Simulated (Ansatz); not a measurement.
Single point in Ansatz 0.2.0 with PBEsol, no spin polarisation. Cutoff 420 eV, PAW datasets, 4×4×4 (shifted by 0, 0, 0.5 steps) k mesh, cold filling (width 0.0108 eV).

Computed maps in the lattice plane spanned by b (left to right, 5.77 Å, 17 points from zero) and c (bottom to top, 5.88 Å, 18 points from zero), 59° apart, at height 0.735 along a. The fields are smooth PAW ones with compensation charges, not the true ones near nuclei.

Valence density. Digits on a logarithmic scale: 0 up to 0.03 e/Å³, each further digit a factor of 1.6, 9 from 1.3 e/Å³ up:
```
34554333467876433
35777543468998753
46899864468988974
45899985458976886
54799997447986797
64589998535798898
64358998533578998
54345776543356777
44445566544434555
45666566556654333
46899766667887533
35899986568999743
35899997558999964
44699998546999985
44469998544699986
44446787533467876
44444555443345555
34443333455554443
```

ELF. Ten even steps from '0' (0.00) to '9' (0.88):
```
12332100169997200
15888620289999930
16999971189725992
14985895059700597
21894498219930099
50388688404995489
60048998400599999
30002455200038998
11111111111101353
13664112124652000
16999621137998400
16987872138889840
03983595127846972
01597588215974893
00169998401799994
00016898400169984
00001464100013663
00000011024531111
```

**Question.** The cell is Ba$_{2}$LuRuO$_{6}$. Which atoms lie within 0.2 Å of this plane, and where (fractions of b and c)?

**Answer.** O at (0.26, 0.27), O at (0.26, 0.73), O at (0.73, 0.25), Ba at (0.75, 0.74). The whole cell:
```
Lu O Ru Ba
1.0
     0.02488    4.19523    4.13888
     4.08892    0.09570    4.06805
     4.14292    4.17841    0.04170
Lu O Ru Ba
1 6 1 2
Direct
  0.00531 0.99434 0.99715
  0.73467 0.25993 0.26580
  0.27040 0.73031 0.26202
  0.25369 0.72795 0.74809
  0.73659 0.26157 0.72968
  0.27295 0.26638 0.72105
  0.74910 0.73214 0.25038
  0.49930 0.49419 0.50057
  0.25705 0.25788 0.24048
  0.75958 0.74878 0.74420
```

Origin: a strained cell with displaced atoms, so it need not be a known compound. Caveats: many states at the Fermi level without spin polarisation, so a magnetic state may lie lower; the k mesh is coarse if the cell is a metal; atoms or cell far from equilibrium.
